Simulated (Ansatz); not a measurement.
TiB2 (AlB2 type, space group P6/mmm)

```
CELL_PARAMETERS angstrom
      6.06397     0.00000     0.00000
     -1.51599     2.62578     0.00000
      3.03199     0.00000     3.22435
ATOMIC_POSITIONS crystal
  Ti 0.00000 0.00000 0.00000
  Ti 0.50000 0.00000 0.00000
  B  0.91667 0.66667 0.50000
  B  0.41667 0.66667 0.50000
  B  0.08333 0.33333 0.50000
  B  0.58333 0.33333 0.50000
```

The atoms are displaced by Q × the pattern below (from a DFPT mode at L = (0.5, 0.0, 0.5), largest move 1; Q in Å), at fixed cell. (q is in reciprocal vectors of the primitive cell; the cell shown is doubled to hold the pattern.)

| atom | x | y | z |
|---|---|---|---|
| Ti1 | -0.500 | 0.866 | 0.000 |
| Ti2 | 0.500 | -0.866 | 0.000 |

Atoms not listed stay in place.

Method: PBE (plane waves to 420 eV, PAW, scalar-relativistic; Ansatz, an electronic-structure program). k mesh 18×18×18 (Γ-centred), Fermi-Dirac smearing 0.05 eV. Energies are smeared free energies. With partly filled bands, energies and forces of such displacements shift with the k mesh and the smearing. TiB2 is run without spin polarisation. TiB2 was relaxed with its symmetry unable to fall. ΔE is measured from the undisplaced structure. The last digit holds for this mesh only.

```tsv
Q (Å)	ΔE (meV/cell)
-0.2800	1501.1
-0.2333	withheld
-0.1867	693.6
-0.1400	396.3
-0.0933	178.2
-0.0467	44.9
0.0000	0.0
0.0467	44.9
0.0933	178.2
0.1400	396.3
0.1867	693.6
0.2333	withheld
0.2800	1501.1
```

Question: Fit an even polynomial form (powers 2, 4, 6) to the given rows and predict ΔE at Q = -0.2333.

Answer: Least squares on the 11 given rows: ΔE = (20680)·Q² + (-24560)·Q⁴ + (64400)·Q⁶, in meV/cell with Q in Å; root-mean-square residual 0.14 meV/cell. At -0.2333 the fit gives 1063.2 meV/cell; the calculation gives 1063.5 meV/cell, so the interpolation is off by -0.3 (-0.0 %). The quadratic term alone would give 1125.6 meV/cell.

(A displaced cell: forces are minus the slopes of the energy, force constants its curvatures, and phonons follow from these.)
